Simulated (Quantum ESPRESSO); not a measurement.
# One change at a time to Pt4SnTaV2

Calculated results; nothing here was measured. They come from Quantum ESPRESSO 7.5, a public plane-wave density functional program. Each row is one single-point run on a made-up periodic cell of eight metal atoms, with elements, volume, strain and displacements drawn at random and not relaxed, so a cell may be unstable or far from any real phase. There is no spin polarisation or spin-orbit coupling.

Settings: PBE unless stated; PseudoDojo standard norm-conserving files; Fermi-Dirac width 0.25 eV, which means electrons at about 2900 K; cutoff 1143 eV; 8 x 4 x 3 k mesh shifted half a step off Gamma. E is the free energy of the whole cell (internal energy minus TS), so a -TS column is already part of it. Stress is positive in tension, and the pressure P is minus a third of its trace.

Checks: one run of this series was repeated at a higher cutoff and on a denser mesh, which moved values by no more than 0.017 eV, 0.14 GPa and 0.010 eV/Å, and a second program with other atomic files agreed on it to 2 % rms in force and 0.5 GPa in pressure. Known limits: the tin pseudopotential is less sure than most, with forces differing by about three percent from a second method on plain tin; heavy elements are run without spin-orbit coupling, which real alloys of them have; a spin test at this wide smearing found no moment, but such smearing suppresses magnetism that the real alloy may have.

The lattice is face-centred cubic, and the cell vectors in Å are (0.005, -1.957, -1.901); (0.015, 4.018, -3.907); (7.958, 0.004, -0.026), a volume of 121.64 Å³ in run 1. The elements on sites 1 to 8 are Pt V Ta Pt V Pt Pt Sn. Each later run makes one change to run 1 and keeps the rest. E is counted from run 1, and is n/a where other atomic files have another zero of energy.

| run | change | V (Å³) | P (GPa) | -TS (eV) | rms force (eV/Å) | largest change of a force component (eV/Å) | E (eV) |
|---|---|---|---|---|---|---|---|
| 1 | none | 121.64 | 18.56 | -1.578 | 1.595 | 0.000 | 0.000 |
| 2 | sites 2 and 3 exchanged | 121.64 | 17.52 | -1.589 | 1.069 | 2.619 | -0.297 |
| 3 | all lengths scaled by -1.65 % | 115.71 | 34.05 | -1.486 | 1.885 | 0.735 | ? |
| 4 | LDA in place of PBE | 121.64 | 3.96 | -1.588 | 1.444 | 0.385 | n/a |
| 5 | Al on site 4 | 121.64 | 17.54 | -1.488 | 1.637 | 1.052 | n/a |
| 6 | site 7 moved by -0.05 Å along z | 121.64 | 18.67 | -1.575 | 1.602 | 0.365 | 0.015 |

## Worked estimate

Along a uniform scaling dE = -P dV. The mean of the two pressures is 26.305 GPa and the volume changes by -5.93 Å³, with 160.2 GPa to one eV/Å³. The same two rows give -V dP/dV = 310 GPa for this cell with clamped atoms, which is not the bulk modulus of a real alloy.

## Withheld value

Question: what E should run 3 give?

The estimate is 0.974 eV. The calculation gave 0.961 eV. The mean of two end points misses the curvature of P, and the finite cutoff adds a little.
